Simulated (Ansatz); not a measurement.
# Relaxing a structure of ZnCu

The start is a relaxed ZnCu cell with every coordinate shifted by Gaussian noise of σ = 0.3 Å. The cell and all atomic positions are relaxed at zero pressure with PBEsol (plane waves to 420 eV, PAW, scalar-relativistic; Ansatz, a first-principles code). The first steps use a coarse 11×11×11 k-mesh.

Initial structure:
```
CELL_PARAMETERS angstrom
      2.90828     0.00000     0.00000
      0.00000     2.90828     0.00000
      0.00000     0.00000     2.90828
ATOMIC_POSITIONS crystal
  Zn 0.51552 0.54061 0.45979
  Cu 0.00151 0.99596 0.00937
```

What pressure does the first self-consistent step give?

+2.4 GPa (positive: the cell is compressed).

What is the largest force in the starting geometry, and on which atom (counted from 1)?

1.13 eV/Å, on Zn1, Cu2 (atoms numbered as listed).

By how much does the energy per atom fall from start to end?

0.05 eV/atom.

How do the shortest distances between atoms change?

The closest pairs of elements (up to four, under 3.6 Å), start → end: Cu–Zn 2.34 → 2.52 Å; Zn–Zn 2.91 → 2.91 Å; Cu–Cu 2.91 → 2.91 Å.

Is the relaxed structure metallic? Give its gap.

Zero (metallic).

Final structure:

Space group Pm-3m (No. 221); a = b = c = 2.9083 Å, α = β = γ = 90.00°

```
atom  site  symmetry       x       y       z
----  ----  --------  ------  ------  ------
Zn      1b      m-3m  0.5000  0.5000  0.5000
Cu      1a      m-3m  0.0000  0.0000  0.0000
```

Final values are on a 16×16×16 k-mesh of the relaxed cell. No spin polarisation in the result.
